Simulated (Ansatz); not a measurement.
Ta₃Ru in space group Fm-3m (No. 225; Ta on 8c, Ta on 4b, Ru on 4a), a = b = c = 6.429 Å, α = β = γ = 90.00°; the cell used has 4 atoms.

Relaxed with r²SCAN.

Tabulate the valence density and the electron localisation function along the shortest Ta–Ru contact (2.78 Å), r²SCAN (plane waves, PAW; program Ansatz).



```
distance from Ta (Å)  density (e/Å³)   ELF
--------------------  --------------  ----
0.28                            4.28  0.29
0.42                            4.53  0.61
0.56                            3.85  0.74
0.70                            2.61  0.72
0.84                            1.44  0.55
0.97                            0.71  0.30
1.11                            0.43  0.20
1.25                            0.35  0.23
1.39                            0.34  0.30
1.53                            0.39  0.31
1.67                            0.52  0.29
1.81                            0.82  0.34
1.95                            1.63  0.50
2.09                            3.30  0.64
2.23                            5.63  0.70
2.37                            7.91  0.66
2.51                            9.38  0.48
```

The density is the valence pseudo-density with augmentation charge, so density and ELF within about 1 Å of a nucleus are not all-electron values.

The workflow started from a Materials Project entry (that database holds measured and hypothetical structures alike); the Crystallography Open Database copy checked does not list it. With Ta and Ru taken as one species the cell has the higher symmetry Im-3m, so it may be an ordered model of a mixed-site phase. Its standing as an ambient phase is unchecked. The r²SCAN relaxation kept the symmetry of its start; whether a distortion lowers the energy is not shown. The run is not spin-polarised. Scalar-relativistic: spin–orbit coupling is off unless named, which matters more the heavier the elements.

Potentials: the later of the program's two PAW sets.
